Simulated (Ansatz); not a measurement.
## CdI2-type CuSb₂

The computed numbers are results of PBE, scalar-relativistic (no spin polarisation) in the plane-wave PAW code Ansatz at 420 eV, 10×10×8 k-mesh, Gaussian smearing of 0.05 eV. The datasets are Ansatz's generated set soft_2.

```
CELL_PARAMETERS angstrom
4.03197 0.00000 0.00000
-2.01598 3.49179 0.00000
0.00000 0.00000 4.96058
ATOMIC_POSITIONS crystal
Cu 0.00000 0.00000 0.00000
Sb 0.33333 0.66667 0.25886
Sb 0.66667 0.33333 0.74114
```

The structure was built from a prototype; whether the compound forms in it isn't claimed.

The run above is the reference. The same cell was run again with other input settings; several of them aren't fit for production, so the rows show the settings' effect and aren't properties of the material.

```tsv
keys changed	outcome	ΔE (meV/atom)	P (GPa)	gap on the mesh (eV)	cell moment (μB)	largest force component (eV/Å)	SCF iterations	rough core-seconds	new warnings
none (reference)	converged	0.0	0.0	metal	–	0.002	–	–	–
hamiltonian.dispersion: "d3bjatm"; scf.mixing.preconditioner: "ldos"	converged	–	-3.0	metal	–	0.020	7	12	–
scf.occupations.method: "gaussian" → "cold"; scf.occupations.width: 0.05 → 0.025	converged	0.0	0.0	metal	–	0.006	8	8	–
basis.ecutwfc: 420 → "550 eV"; kpoints.mp_grid.grid: [10, 10, 8] → [8, 8, 6]; scf.occupations.method: "gaussian" → "methfessel_paxton"; scf.occupations.width: 0.05 → 0.005	converged	3.1	0.0	metal	–	0.051	8	7	–
scf.algorithm: "density_mixing"	converged	0.0	0.0	metal	–	0.002	8	8	–
scf.convergence.dr2_threshold: 1e-06	converged	0.0	0.0	metal	–	0.002	6	7	force scf threshold loose; stress scf threshold loose
```

These changes also left energy (to 0.1 meV/atom), pressure, gap, moment and forces as in the reference: scf.n_extra_bands: 8.

ΔE is the energy with the smearing extrapolated to zero. It is left out where the change alters the Hamiltonian or the spin treatment. The varied runs start from atomic densities (corrected by the program's trained start where that serves), with the default search for lower states unless a row changes it.

Task: What happens with these changes: basis.ecutwfc: 420 → "18.4 Ry"?

Result: outcome converged, ΔE (meV/atom) 1582.6, P (GPa) 0.3, gap on the mesh (eV) metal, largest force component (eV/Å) 0.142, SCF iterations 8, rough core-seconds 6, new warnings cutoff below recommended.

Changing scf.algorithm only steers the path to self-consistency, so the energy stays within 0.5 meV/atom.

The pair part of a dispersion correction pulls inward (a three-body part mostly pushes out), and in metals and ionic crystals with large ions it often overbinds.

1 further run (cut off, refused for memory, with changed atoms or starts, or in doubt) is left out.

Of the reference: For elements this heavy, spin–orbit coupling would shift levels and gaps; it isn't included here. The cell is a metal with an odd number of electrons, and spin polarisation wasn't tried.
